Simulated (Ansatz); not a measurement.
# Relaxing an invented MgCd3O structure

The calculation used DFT PBE, scalar-relativistic, plane waves, PAW (Ansatz 0.2.0). Cutoff 420 eV, Gaussian smearing, Γ-centred meshes. Cell and atoms relax first on a coarse mesh and then on a finer one. In between, the cell is made exact in the group found at 0.06 Å. In metals the finer mesh still leaves noise of several meV/atom or more. The steps can't lower the symmetry of their start. No spin polarisation in the relaxation; trial moments died out in a coarse test.

The guess for MgCd3O was made by a generator: random cell by space group and Wyckoff sites (P4mm, No. 99). The dimensions are guesses.

```
Mg Cd O
1.0
     4.48772    0.00000    0.00000
     0.00000    4.48772    0.00000
     0.00000    0.00000    5.06196
Mg Cd O
1 3 1
Direct
  0.50000 0.50000 0.58045
  0.50000 0.00000 0.04268
  0.00000 0.50000 0.04268
  0.50000 0.50000 0.12637
  0.00000 0.00000 0.97456
```

Energies over the elements count from the elements' standard structures at the same level (O₂ as a molecule), with no fitted energy shifts.

Question: Which structure results?

Answer: The symmetry stays P4mm (No. 99). The volume per atom grows by 25.5 %, from 20.4 to 25.6 Å³. The shortest distance goes from 2.27 Å (Cd–O) to 2.39 Å (Cd–O). The ratio c/a of the conventional cell changes by a factor of 1.64. The energy falls by about 1.1 eV/atom (the start's value is from the coarse mesh). The end is written in a standard setting, so origin, axes and order of atoms can differ from the start's. Conventional cell: a = 4.101 Å, c = 7.607 Å. Around Mg lie 1 Cd at 2.79 Å and 4 Cd at 2.99 Å; around Cd on a site of symmetry 2mm lie 2 O at 2.39 Å, 4 Cd at 2.90 Å, 2 Mg at 2.99 Å and 2 Cd at 3.34 Å; Cd on a site of symmetry 4mm has 1 Mg at 2.79 Å, 4 O at 3.23 Å and 4 Cd at 3.34 Å; O is surrounded by 4 Cd at 2.39 Å and 4 Cd at 3.23 Å.

```cif
data_structure
_symmetry_space_group_name_H-M 'P 1'
_symmetry_Int_Tables_number 1
_cell_length_a 4.1010
_cell_length_b 4.1010
_cell_length_c 7.6069
_cell_angle_alpha 90.000
_cell_angle_beta 90.000
_cell_angle_gamma 90.000
_cell_volume 127.93
loop_
_atom_site_label
_atom_site_type_symbol
_atom_site_fract_x
_atom_site_fract_y
_atom_site_fract_z
_atom_site_occupancy
Mg1 Mg 0.50000 0.50000 0.62274 1
Cd1 Cd 0.50000 0.00000 0.90901 1
Cd2 Cd 0.00000 0.50000 0.90901 1
Cd3 Cd 0.50000 0.50000 0.25627 1
O1 O 0.00000 0.00000 0.06972 1
```

Question: Give its energy and gap.

Answer:

* Formation energy: −0.03 eV/atom
* Gap on the 10×10×6 mesh of the 5-atom cell: 0 eV (a metal)

The formation energy is too near zero to say whether this cell lies below the elements.

The last run used Gaussian smearing of 0.10 eV. The k mesh leaves some 4 meV/atom of noise in the energy of each metallic cell. A structure relaxed within its symmetry needn't be a true minimum. In all, the 4 runs took 24 min on 1 thread of Intel(R) Xeon(R) Processor @ 2.50GHz (Skylake/Cascade Lake), on a shared host. Another cell of MgCd3O relaxed alike, in P4mm, lies 160 meV/atom lower, so this cell isn't the stable form at this level.
